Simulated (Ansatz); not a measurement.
BN:
```cif
data_BN
_chemical_formula_sum 'N1 B1'
_space_group_name_H-M_alt 'P 1'
_space_group_IT_number 1
_cell_length_a 2.55244
_cell_length_b 2.55244
_cell_length_c 2.55244
_cell_angle_alpha 60.000
_cell_angle_beta 60.000
_cell_angle_gamma 60.000
loop_
_space_group_symop_operation_xyz
  'x, y, z'
loop_
_atom_site_label
_atom_site_type_symbol
_atom_site_fract_x
_atom_site_fract_y
_atom_site_fract_z
_atom_site_occupancy
N1 N 0.75000 0.75000 0.75000 1
B1 B 0.00000 0.00000 0.00000 1
```

Relaxed with r²SCAN (plane waves, PAW; program Ansatz). Indices refer to the conventional cell of F-43m, a = 3.6097 Å, b = 3.6097 Å, c = 3.6097 Å, α = 90.00°, β = 90.00°, γ = 90.00°.

Q: Simulate the powder diffraction pattern (Cu Kα, λ = 1.54184 Å; lines above 1 %) up to 2θ = 90°.

A: Simulated powder pattern, Cu Kα, λ = 1.54184 Å (kinematic, ideal powder, no thermal factors, no anomalous dispersion; the 30 strongest lines at most, above 1 %, up to 2θ = 90°):

| 2θ (°) | d (Å) | I/Imax (%) | hkl |
|---|---|---|---|
| 43.42 | 2.084 | 100 | (111) |
| 50.57 | 1.805 | 4.8 | (200) |
| 74.32 | 1.276 | 37 | (220) |

The r²SCAN relaxation kept the symmetry of its start; phonons on a q-mesh show no instability.

Potentials: the later of the program's two PAW sets.
